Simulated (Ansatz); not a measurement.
Computed with Ansatz (plane waves, PAW, 500 eV cutoff): r²SCAN, scalar-relativistic, no spin polarisation, Γ-centred 12×12×12 mesh, 0.05 eV Gaussian smearing; PAW files: Ansatz's generated set soft_2.

A compound XN has these computed properties.

| Quantity | Value |
| --- | --- |
| Space group | Fm-3m (No. 225) |
| Conventional cell | a = 4.525 Å, b = 4.525 Å, c = 4.525 Å, α = 90.00°, β = 90.00°, γ = 90.00° |
| Volume | 11.58 Å³/atom |
| Band gap | zero (metallic) |
| Density of states at the Fermi level | 0.30 states/(eV·atom) |
| Bader charges | X 2.02; N -2.02 e |
| f electrons (orthogonalised atomic orbitals) | X 13.99 |
| Formation energy from the elements (0 K, uncorrected) | -1.88 eV/atom |
| Bulk modulus (Birch–Murnaghan) | 282 GPa |
| Pressure derivative B0′ | 4.2 |

Sites: X on 4b, N on 4a.

Task: Which element is X?
A. Lu
B. Yb
C. Ta
D. Hf

Result: D. X is Hf, so the compound is HfN.

The start was a prototype's sites filled with these elements; the Crystallography Open Database holds the compound in this structure.

No spin–orbit coupling, a notable omission for heavy elements. The cell is a metal with an odd number of electrons, and spin polarisation wasn't tried.
